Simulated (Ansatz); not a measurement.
Nb$_{2}$InC:
```
Nb2InC
1.0
    3.15884     0.00000     0.00000
   -1.57942     2.73564     0.00000
    0.00000     0.00000    14.32811
Nb In C
4 2 2
Cartesian
  1.57942   0.91188  13.14435
  0.00000   1.82376   1.18376
  0.00000   1.82376   5.98029
  1.57942   0.91188   8.34781
  1.57942   0.91188   3.58203
  0.00000   1.82376  10.74608
  0.00000   0.00000   0.00000
  0.00000   0.00000   7.16405
```

Relaxed with PBEsol. Special points in fractions of this cell's reciprocal vectors: Γ (0.000, 0.000, 0.000); M (0.500, 0.000, 0.000); K (0.333, 0.333, 0.000); A (0.000, 0.000, 0.500); L (0.500, 0.000, 0.500); H (0.333, 0.333, 0.500).

### Question
List the band energies nearest the Fermi level at these points for the program Ansatz at the PBEsol level (PAW).

### Answer
In eV from the Fermi level; about four levels below and three above (degenerate sets whole), none deeper than 8.9 eV; points with the same levels are listed once.

| k | below | above |
|---|---|---|
| Γ | -0.61 -0.61 -0.60 -0.60 | 0.87 0.87 0.98 0.98 |
| M | -3.09 -2.99 -1.59 -1.59 | 1.26 1.45 1.76 |
| K | -2.06 -2.06 -1.55 -1.55 -1.45 | 0.03 0.50 0.50 |
| A | -0.60 -0.60 -0.60 -0.60 | 0.92 0.92 0.92 0.92 |
| L | -3.11 -3.11 -1.59 -1.59 | 1.55 1.55 1.68 1.68 |
| H | -1.43 -1.43 -0.73 -0.73 | 0.38 0.38 1.84 1.84 |

Space group P6_3/mmc. The workflow started from a Materials Project entry (that database holds measured and hypothetical structures alike); the Crystallography Open Database copy checked does not list it. Whether it is the stable phase at ambient conditions was not checked. Symmetry was held in the PBEsol relaxation; its stability against distortions is not shown here. The run is not spin-polarised. Spin–orbit coupling is left out wherever it is not named.

Potentials: the later of the program's two PAW sets.
